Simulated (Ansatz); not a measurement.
Level of theory: DFT PBE, scalar-relativistic, plane waves, PAW in Ansatz 0.2.0. Settings: cutoff 420 eV, Γ-centred meshes spaced at most about 0.3 Å⁻¹, and about 0.25 Å⁻¹ or finer for metals (2π included), Gaussian smearing. No spin polarisation in the final relaxations.

All energies are static (0 K, no zero-point motion).

Compare these two cells of Si₃O₂, each relaxed at this level.

A.

```
Si O
1.0
     2.77501    0.00000    0.00000
     0.00000    2.77501    0.00000
     0.00000    0.00000    8.41195
Si O
3 2
Direct
  0.00000 0.00000 0.30331
  0.00000 0.00000 0.69669
  0.00000 0.00000 0.00000
  0.00000 0.00000 0.50000
  0.50000 0.50000 0.00000
```

B.

```
Si O
1.0
     2.72391    0.00000    0.00000
    -1.36195    2.35897    0.00000
     0.00000    0.00000   25.51558
Si O
6 4
Cartesian
  0.0000 0.0000 6.3789
  0.0000 0.0000 19.1367
  0.0000 1.5726 24.5329
  1.3620 0.7863 11.7751
  0.0000 1.5726 13.7405
  1.3620 0.7863 0.9827
  0.0000 1.5726 1.9514
  1.3620 0.7863 14.7092
  0.0000 1.5726 10.8064
  1.3620 0.7863 23.5642
```

Question: Which is lower in energy, and by how much?

Answer: B is lower, by 84 meV/atom. A has space group P4/mmm (No. 123), 13.0 Å³/atom and no gap on its mesh; B has space group P6_3/mmc (No. 194), 16.4 Å³/atom and no gap. Counting O atoms around Si (those within 1.25 times the shortest such distance or 1.15 times the sum of covalent radii, 1.27 where that leaves under three; a plus sign parts nearer from farther groups; the shortest distance is added where it exceeds 1.18 times the sum of covalent radii; a slash parts the counts of unlike sites), A has Si 1/4 and B has Si 3/6+6 from 4.7 Å. A holds Si–Si units of three or more atoms (shortest 2.55 Å); B holds Si–Si nets (shortest 2.52 Å). In A, Si on a site of symmetry 4mm has 1 O at 1.65 Å and 1 Si at 2.55 Å; Si on a site of symmetry 4/mmm is surrounded by 4 O at 1.96 Å and 2 Si at 2.55 Å; O on its first site is surrounded by 2 Si at 1.65 Å; 1 more site not described. In B, around Si on a site of symmetry -6m2 lie 6 Si at 2.72 Å; Si on a site of symmetry 3m has 3 O at 1.85 Å and 3 Si at 2.52 Å; O is surrounded by 3 Si at 1.85 Å. Both come from invented guesses. A third cell relaxed alike, in P4mm, lies 143 meV/atom below the lower of the two.

No dispersion correction is applied, so the spacing and binding between layers, chains or molecules are poorly described (P6_3/mmc), and this can change margins and order among such cells. Cells relaxed within their symmetry can be saddle points.
